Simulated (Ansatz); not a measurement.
A geometry of SnO2 away from equilibrium: the start of the relaxation of a generated cell, SnO2 built in the CdCl2 structure type. Method: r2SCAN (plane waves to 500 eV, PAW, scalar-relativistic; Ansatz, a quantum-chemistry and plane-wave program). Γ-centred k-mesh 9×9×9 on the run's cell (coarser than for final values), Fermi–Dirac smearing 0.05 eV.

```xyz
3
Lattice="1.5497 0.8947 4.6983 -1.5497 0.8947 4.6983 0.0000 -1.7894 4.6983" Properties=species:S:1:pos:R:3:forces:R:3 pbc="T T T" free_energy=-7175.314 pressure_GPa=-2.5
Sn     0.0000     0.0000     0.0000    0.0000    0.0000    0.0000
O      0.0000     0.0000     3.5519    0.0000    0.0000    1.8952
O      0.0000     0.0000    10.5429    0.0000    0.0000   -1.8952
```

Positions in Å, forces in eV/Å, free energy of the cell in eV (comparable only within this code, potentials and settings). Largest force: 1.90 eV/Å, on O2, O3 (atoms numbered as listed); the geometry lies 0.11 eV/atom above the end of its relaxation.

No spin polarisation in the result. No dispersion correction is included, so spacings between layers, chains or molecules are soft and tend to come out too large.

The run could not lose the symmetry of its start.

The first start was generated by placing the elements on the sites of a structure type. Materials Project lists a structure of SnO2 in the same space group, R-3m (No. 166); the sites were not compared with it, nor with measured phases. Known forms of SnO2 include space group No. 136.
